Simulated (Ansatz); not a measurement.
Space group Pm-3m (No. 221). a = 4.173 Å, b = 4.173 Å, c = 4.173 Å, α = 90.00°, β = 90.00°, γ = 90.00°
```json
{"atom": "Sr", "site": "1a", "symmetry": "m-3m", "x": "0.0000", "y": "0.0000", "z": "0.0000"}
{"atom": "B", "site": "6f", "symmetry": "4m.m", "x": "0.5000", "y": "0.5000", "z": "0.2028"}
```

Equation of state of this SrB₆ structure (not necessarily the ground state), with shape and atoms relaxed at each volume where symmetry leaves them free. Method: DFT PBEsol, scalar-relativistic, plane waves, PAW (Ansatz).

Settings: cutoff 420 eV, Γ-centred mesh 8×8×8 on the computed 7-atom cell, Gaussian smearing of 0.01 eV; no spin polarisation.

| V (Å³/atom) | E − E(largest V) (meV/atom) | P (GPa) | gap on mesh (eV) |
| --- | --- | --- | --- |
| 9.757 | 3.13 | 10.40 | 0.06 |
| 10.068 | -11.56 | 4.90 | 0.03 |
| 10.380 | -16.21 | -0.01 | 0.06 |
| 10.691 | -11.96 | -4.27 | 0.06 |
| 11.003 | 0.00 | -7.97 | 0.03 |

Task: Fit a third-order Birch–Murnaghan equation to E(V).

Result: V0 = 10.38 Å³/atom, B0 = 151 GPa, B0' = 3.4.